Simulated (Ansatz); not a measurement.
Ta₂N:
```cif
data_NTa2
_chemical_formula_sum 'N1 Ta2'
_space_group_name_H-M_alt 'P-3m1'
_space_group_IT_number 164
_space_group_name_Hall '-P 3 2"'
_cell_length_a 3.07536
_cell_length_b 3.07536
_cell_length_c 4.83193
_cell_angle_alpha 90.000
_cell_angle_beta 90.000
_cell_angle_gamma 120.000
loop_
_atom_site_label
_atom_site_type_symbol
_atom_site_symmetry_multiplicity
_atom_site_Wyckoff_symbol
_atom_site_fract_x
_atom_site_fract_y
_atom_site_fract_z
_atom_site_occupancy
N1 N 1 a 0.00000 0.00000 0.00000 1
Ta1 Ta 2 d 0.33333 0.66667 0.25398 1
```

Relaxed at zero pressure with DFT-PBEsol in the program Ansatz with PAW potentials.

**Question.** The volume is raised by 9 % and shape and atoms relax at that volume. What pressure results, and how do the axes share the change?

**Answer.** -20.1 GPa; a 3.4 %, b 3.4 %, c 1.9 %; the energy rises by 80 meV/atom.

**Question.** Give the new structure.

**Answer.** 
Space group P-3m1 (No. 164); a = b = 3.180 Å, c = 4.925 Å, α = β = 90.00°, γ = 120.00°

```
atom  site  symmetry       x       y       z
----  ----  --------  ------  ------  ------
N       1a      -3m.  0.0000  0.0000  0.0000
Ta      2d       3m.  0.3333  0.6667  0.2472
```

The phase is kept; no other phase was compared at this pressure.

The PBEsol relaxation kept the symmetry of its start. The run is not spin-polarised. The volume moved by 17 % from the start of the relaxation. Spin–orbit coupling is left out wherever it is not named.

Potentials: the later of the program's two PAW sets.
